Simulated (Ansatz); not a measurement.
Li (bcc, W type)

```yaml
crystal:
  lattice:
    - [-3.43479, 3.43479, 3.43479]
    - [1.71739, -1.71739, 1.71739]
    - [1.71739, 1.71739, -1.71739]
  atoms:
    - { symbol: Li, position: [0.00000, 0.00000, 0.00000] }
    - { symbol: Li, position: [0.50000, 0.00000, 0.00000] }
```

A phonon eigenvector at N = (0.5, 0.0, 0.0) is frozen into this cell: atom i moves by Q times the vector below, so Q is the largest atomic displacement, in Å. The cell is held. (q is in reciprocal vectors of the primitive cell; the cell shown is doubled to hold the pattern.)

```tsv
atom	x	y	z
Li1	1.000	0.000	0.000
Li2	-1.000	0.000	0.000
```

All values below come from PBE (plane waves to 420 eV, PAW, scalar-relativistic; Ansatz, a first-principles code). k mesh 19×19×19 (Γ-centred), Fermi-Dirac smearing 0.05 eV. E stands for the smeared free energy. With partly filled bands, energies and forces of such displacements shift with the k mesh and the smearing. Li was relaxed with its symmetry unable to fall. The PAW data are Ansatz's earlier set. ΔE is measured from the undisplaced structure.

```
Q (Å)   ΔE (meV/cell)  −dE/dQ from forces (eV/Å)
------  -------------  -------------------------
-0.280             70                      0.481
-0.233             49                      0.415
-0.187             32                      0.338
-0.140             18                      0.255
-0.093              8                      0.169
-0.047              2                      0.084
0.000               0                      0.000
0.047               2                     -0.084
0.093               8                     -0.169
0.140              18                     -0.255
0.187              32                     -0.338
0.233              49                     -0.415
0.280              70                     -0.481
```

Summary:

```
Property                                                                                                              Value
-----------------------------------------------------------  --------------------------------------------------------------
Energy at Q = 0.280 Å                                                                                           70 meV/cell
Space group of the distorted cell                                                         Cmcm (No. 63), lowered from Im-3m
Symmetry of the curve                                                                         even: the same for both signs
Shape of the curve                                           a single well with its minimum at or next to zero displacement
Harmonic wavenumber from the curvature (finite differences)                                                        187 cm⁻¹
Wavenumber by perturbation theory (DFPT, on another k mesh)                                                        188 cm⁻¹
```

(For displaced atoms, the force is minus the slope of the energy, and its curvature is a force constant, which sets phonon frequencies.)
